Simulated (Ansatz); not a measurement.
A relaxation computed with Ansatz, from input to last step.

```yaml
crystal:
  lattice:
    - [2.9181608549, 1.6848009551, 10.7023454841]
    - [-2.9181608549, 1.6848009551, 10.7023454841]
    - [0.0, -3.3696019102, 10.7023454841]
  atoms:
    - { symbol: Zr, position: [0.620426386, 0.9656193641, 0.2904348755] }
    - { symbol: Zr, position: [0.1237128101, 0.4714336141, 0.7815330561] }
    - { symbol: Zr, position: [0.9656193641, 0.2904348755, 0.620426386] }
    - { symbol: Zr, position: [0.4714336141, 0.7815330561, 0.1237128101] }
    - { symbol: Zr, position: [0.2904348755, 0.620426386, 0.9656193641] }
    - { symbol: Zr, position: [0.7815330561, 0.1237128101, 0.4714336141] }
    - { symbol: Zr, position: [0.0343806359, 0.7095651245, 0.379573614] }
    - { symbol: Zr, position: [0.5285663859, 0.2184669439, 0.8762871899] }
    - { symbol: Zr, position: [0.379573614, 0.0343806359, 0.7095651245] }
    - { symbol: Zr, position: [0.8762871899, 0.5285663859, 0.2184669439] }
    - { symbol: Zr, position: [0.7095651245, 0.379573614, 0.0343806359] }
    - { symbol: Zr, position: [0.2184669439, 0.8762871899, 0.5285663859] }
    - { symbol: O, position: [0.5, 0.5, 0.5] }
    - { symbol: O, position: [0.2497017209, 0.2497017209, 0.2497017209] }
    - { symbol: O, position: [0.7502982791, 0.7502982791, 0.7502982791] }
basis:
  ecutwfc: 500
kpoints:
  mp_grid: { grid: [6, 6, 6] }
hamiltonian:
  xc: r2scan
scf:
  occupations: { method: gaussian, width: 0.1 }
output:
  forces: true
  stress: true
  eigenvalues: true
  write_density: true
  write_potential: true
  elf: true
  volumetric_format: npy
relax:
  adjacent_minimum: "off"
  f_tol: 0.01
  max_steps: 30
  cell: { stress_tol: 0.1, fix: [volume] }
```

```bash
ansatz run input.yaml --threads 4 --pin off --max-ram 10240MiB --backend cpu --events-out ev --progress --plain --runs-dir out
```

Level of theory: DFT r2SCAN, scalar-relativistic, plane waves, PAW in Ansatz 0.2.0.

The volume is held at 1.1 times that of the relaxed cell.

Of 6 frames 5 are shown, positions in Å and forces in eV/Å; the SCF threshold varies from step to step. Steps run on the plane waves of an earlier cell, with a Pulay correction in the pressure. The basis is chosen afresh for the last frame, the zero of the energies, and at times for earlier ones too; energy and pressure can step there, also at an unchanged geometry. Where two frames share a geometry here, they differ by under 2 meV/atom and 0.3 GPa. The mark taken_back stands on steps that the optimiser undid.

```xyz
15
Lattice="2.9182 1.6848 10.7023 -2.9182 1.6848 10.7023 0.0000 -3.3696 10.7023" Properties=species:S:1:pos:R:3:forces:R:3 pbc="T T T" step=1 free_energy_over_end_meV_per_atom=0.55 pressure_GPa=-10.36
Zr   -1.0073    1.6935   20.0827   -0.1170    0.0037   -0.0369
Zr   -1.0147   -1.6308   14.7337   -0.0600    0.1026    0.0264
Zr    1.9703    0.0256   20.0827    0.0617    0.0995   -0.0369
Zr   -0.9049    1.6941   14.7337    0.1189    0.0006    0.0264
Zr   -0.9630   -1.7191   20.0827    0.0553   -0.1032   -0.0369
Zr    1.9196   -0.0634   14.7337   -0.0589   -0.1032    0.0264
Zr   -1.9703   -0.0256   12.0243   -0.0617   -0.0995    0.0369
Zr    0.9049   -1.6941   17.3733   -0.1189   -0.0006   -0.0264
Zr    1.0073   -1.6935   12.0243    0.1170   -0.0037    0.0369
Zr    1.0147    1.6308   17.3733    0.0600   -0.1026   -0.0264
Zr    0.9630    1.7191   12.0243   -0.0553    0.1032    0.0369
Zr   -1.9196    0.0634   17.3733    0.0589    0.1032   -0.0264
O     0.0000    0.0000   16.0535    0.0000    0.0000    0.0000
O     0.0000    0.0000    8.0172    0.0000    0.0000   -0.0071
O     0.0000    0.0000   24.0899    0.0000    0.0000    0.0071
15
Lattice="2.9244 1.6884 10.6565 -2.9244 1.6884 10.6565 0.0000 -3.3768 10.6565" Properties=species:S:1:pos:R:3:forces:R:3 pbc="T T T" step=2 free_energy_over_end_meV_per_atom=9.21 pressure_GPa=-9.21 taken_back
Zr   -1.0651    1.7082   20.0211    0.6045    0.0016   -0.1673
Zr   -1.0476   -1.5992   14.6901    0.2221   -0.2183   -0.1016
Zr    2.0119    0.0683   20.0211   -0.3008   -0.5243   -0.1673
Zr   -0.8611    1.7069   14.6901   -0.3002   -0.0832   -0.1016
Zr   -0.9468   -1.7765   20.0211   -0.3036    0.5227   -0.1673
Zr    1.9088   -0.1077   14.6901    0.0780    0.3016   -0.1016
Zr   -2.0119   -0.0683   11.9485    0.3008    0.5243    0.1673
Zr    0.8611   -1.7069   17.2796    0.3002    0.0832    0.1016
Zr    1.0651   -1.7082   11.9485   -0.6045   -0.0016    0.1673
Zr    1.0476    1.5992   17.2796   -0.2221    0.2183    0.1016
Zr    0.9468    1.7765   11.9485    0.3036   -0.5227    0.1673
Zr   -1.9088    0.1077   17.2796   -0.0780   -0.3016    0.1016
O     0.0000    0.0000   15.9848    0.0000    0.0000    0.0000
O     0.0000    0.0000    7.9719    0.0000    0.0000    0.0139
O     0.0000    0.0000   23.9977    0.0000    0.0000   -0.0139
15
Lattice="2.9170 1.6841 10.7107 -2.9170 1.6841 10.7107 0.0000 -3.3683 10.7107" Properties=species:S:1:pos:R:3:forces:R:3 pbc="T T T" step=3 free_energy_over_end_meV_per_atom=0.05 pressure_GPa=-10.12
Zr   -1.0165    1.6955   20.0918    0.0154   -0.0046    0.0129
Zr   -1.0211   -1.6216   14.7530    0.0031    0.0165   -0.0199
Zr    1.9766    0.0326   20.0918   -0.0117   -0.0110    0.0129
Zr   -0.8938    1.6951   14.7530    0.0128   -0.0109   -0.0199
Zr   -0.9601   -1.7281   20.0918   -0.0037    0.0156    0.0129
Zr    1.9149   -0.0735   14.7530   -0.0159   -0.0056   -0.0199
Zr   -1.9766   -0.0326   12.0403    0.0117    0.0110   -0.0129
Zr    0.8938   -1.6951   17.3790   -0.0128    0.0109    0.0199
Zr    1.0165   -1.6955   12.0403   -0.0154    0.0046   -0.0129
Zr    1.0211    1.6216   17.3790   -0.0031   -0.0165    0.0199
Zr    0.9601    1.7281   12.0403    0.0037   -0.0156   -0.0129
Zr   -1.9149    0.0735   17.3790    0.0159    0.0056    0.0199
O     0.0000    0.0000   16.0660    0.0000    0.0000    0.0000
O     0.0000    0.0000    8.0139    0.0000    0.0000    0.0154
O     0.0000    0.0000   24.1182    0.0000    0.0000   -0.0154
15
Lattice="2.9200 1.6859 10.6887 -2.9200 1.6859 10.6887 0.0000 -3.3717 10.6887" Properties=species:S:1:pos:R:3:forces:R:3 pbc="T T T" step=4 free_energy_over_end_meV_per_atom=0.07 pressure_GPa=-10.11 taken_back
Zr   -1.0163    1.6980   20.0574   -0.0030   -0.0080   -0.0283
Zr   -1.0238   -1.6177   14.7166    0.0118   -0.0329    0.0157
Zr    1.9786    0.0312   20.0574   -0.0054    0.0066   -0.0283
Zr   -0.8891    1.6955   14.7166   -0.0344    0.0062    0.0157
Zr   -0.9623   -1.7291   20.0574    0.0084    0.0014   -0.0283
Zr    1.9129   -0.0778   14.7166    0.0226    0.0267    0.0157
Zr   -1.9786   -0.0312   12.0088    0.0054   -0.0066    0.0283
Zr    0.8891   -1.6955   17.3496    0.0344   -0.0062   -0.0157
Zr    1.0163   -1.6980   12.0088    0.0030    0.0080    0.0283
Zr    1.0238    1.6177   17.3496   -0.0118    0.0329   -0.0157
Zr    0.9623    1.7291   12.0088   -0.0084   -0.0014    0.0283
Zr   -1.9129    0.0778   17.3496   -0.0226   -0.0267   -0.0157
O     0.0000    0.0000   16.0331    0.0000    0.0000    0.0000
O     0.0000    0.0000    8.0065    0.0000    0.0000   -0.0113
O     0.0000    0.0000   24.0597    0.0000    0.0000    0.0113
15
Lattice="2.9187 1.6851 10.6986 -2.9187 1.6851 10.6986 0.0000 -3.3702 10.6986" Properties=species:S:1:pos:R:3:forces:R:3 pbc="T T T" step=6 free_energy_over_end_meV_per_atom=0.00 pressure_GPa=-10.13
Zr   -1.0159    1.6959   20.0713    0.0004    0.0000   -0.0005
Zr   -1.0218   -1.6208   14.7333    0.0012    0.0013   -0.0017
Zr    1.9767    0.0319   20.0713   -0.0002   -0.0003   -0.0005
Zr   -0.8928    1.6953   14.7333    0.0005   -0.0017   -0.0017
Zr   -0.9607   -1.7278   20.0713   -0.0002    0.0004   -0.0005
Zr    1.9145   -0.0745   14.7333   -0.0017    0.0004   -0.0017
Zr   -1.9767   -0.0319   12.0245    0.0002    0.0003    0.0005
Zr    0.8928   -1.6953   17.3625   -0.0005    0.0017    0.0017
Zr    1.0159   -1.6959   12.0245   -0.0004    0.0000    0.0005
Zr    1.0218    1.6208   17.3625   -0.0012   -0.0013    0.0017
Zr    0.9607    1.7278   12.0245    0.0002   -0.0004    0.0005
Zr   -1.9145    0.0745   17.3625    0.0017   -0.0004    0.0017
O     0.0000    0.0000   16.0479    0.0000    0.0000    0.0000
O     0.0000    0.0000    8.0087    0.0000    0.0000    0.0042
O     0.0000    0.0000   24.0872    0.0000    0.0000   -0.0042
```

The run took 3.7 min on 4 threads of Oxide Virtual Turin-like Processor (Zen 5), on a shared host, peak memory 2.6 GiB.